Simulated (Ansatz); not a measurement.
SiC$_{3}$:
```cif
data_C3Si
_chemical_formula_sum 'C3 Si1'
_space_group_name_H-M_alt 'P-4m2'
_space_group_IT_number 115
_space_group_name_Hall 'P -4 -2'
_cell_length_a 2.78338
_cell_length_b 2.78338
_cell_length_c 4.09706
_cell_angle_alpha 90.000
_cell_angle_beta 90.000
_cell_angle_gamma 90.000
loop_
_atom_site_label
_atom_site_type_symbol
_atom_site_symmetry_multiplicity
_atom_site_Wyckoff_symbol
_atom_site_fract_x
_atom_site_fract_y
_atom_site_fract_z
_atom_site_occupancy
C1 C 1 a 0.00000 0.00000 0.00000 1
C2 C 2 g 0.50000 0.00000 0.21062 1
Si1 Si 1 c 0.50000 0.50000 0.50000 1
```

Relaxed with PBEsol. PBEsol (plane waves, PAW; program Ansatz) gives a gap of 1.15 eV.

Problem. What gap does HSE06 give on the same cell (Ansatz, PAW)?

Solution. 2.22 eV, 1.07 eV more. The hybrid was solved on a coarser mesh and at special points; the gap given is the minimum over both.

Cost on shared cores: the PBEsol run (SCF on a 10×10×7 mesh, then bands and DOS) about 40 core-seconds (a rough figure), the HSE06 run (SCF on 7×7×5, then a few points) around 100 core-seconds (rough); the tasks are unlike.

The start of the workflow was typed in or built on a structure type; neither database checked (COD, Materials Project) lists it. Whether it is the stable phase at ambient conditions was not checked. The cell was relaxed with PBEsol under the symmetry of its start; whether a distortion lowers the energy is not shown. Its formation energy is positive at this level, so the cell may be metastable or incomplete.

Potentials: the earlier of the program's two PAW sets. The files were generated under PBE; for other functionals the program regenerates the frozen cores, and for LDA and PBEsol the local potential too.
